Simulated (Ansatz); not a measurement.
All numbers below come from Ansatz, DFT PBE, scalar-relativistic, plane waves, PAW. The final run on the 12-atom cell used 420 eV, a Γ-centred 8×8×2 mesh, 0.02 eV smearing and no spin polarisation.

Formation energies are uncorrected and refer to the elements' standard structures at the same level. The references include black phosphorus.

Question: Give a relaxed trial structure of a tetragonal semiconductor with formula InGa₅P₆, with a gap near 1.2 eV, a formation energy near −0.39 eV/atom and a density near 4.13 g/cm³, in a cell of 12 atoms. Its symmetry should be P-4m2 (No. 115).

Answer: InGa₅P₆, space group P-4m2 (No. 115). Around In lie 4 P at 2.54 Å; Ga on a site of symmetry 2mm has 4 P at 2.39–2.40 Å; Ga on a second site of symmetry 2mm is surrounded by 4 P at 2.40 Å; P on its first site has 2 Ga at 2.39 Å and 2 In at 2.54 Å; 3 more sites not described.

```cif
data_structure
_symmetry_space_group_name_H-M 'P 1'
_symmetry_Int_Tables_number 1
_cell_length_a 3.9407
_cell_length_b 3.9407
_cell_length_c 16.7971
_cell_angle_alpha 90.000
_cell_angle_beta 90.000
_cell_angle_gamma 90.000
_cell_volume 260.84
loop_
_atom_site_label
_atom_site_type_symbol
_atom_site_fract_x
_atom_site_fract_y
_atom_site_fract_z
_atom_site_occupancy
In1 In 0.50000 0.50000 0.50000 1
Ga1 Ga 0.00000 0.00000 0.67549 1
Ga2 Ga 0.00000 0.00000 0.32451 1
Ga3 Ga 0.50000 0.50000 0.16219 1
Ga4 Ga 0.00000 0.00000 0.00000 1
Ga5 Ga 0.50000 0.50000 0.83781 1
P1 P 0.50000 0.00000 0.40482 1
P2 P 0.00000 0.50000 0.24329 1
P3 P 0.50000 0.00000 0.08109 1
P4 P 0.00000 0.50000 0.91891 1
P5 P 0.50000 0.00000 0.75671 1
P6 P 0.00000 0.50000 0.59518 1
```

The volume per atom is 21.74 Å³, the density is 4.13 g/cm³ and the formation energy is −0.388 eV/atom. The gap on the 8×8×2 mesh of the 12-atom cell is 1.24 eV.

The cell was found from a structure generator's guess, not taken from experiment. The answer needn't be unique; the calculation gave this one.

Kohn–Sham gaps at this level usually fall short of measured ones. The reference form of P is held partly by dispersion forces, which this level lacks. A later test with randomly moved atoms came back to the same energy, though modes that don't fit the test's cell weren't probed.
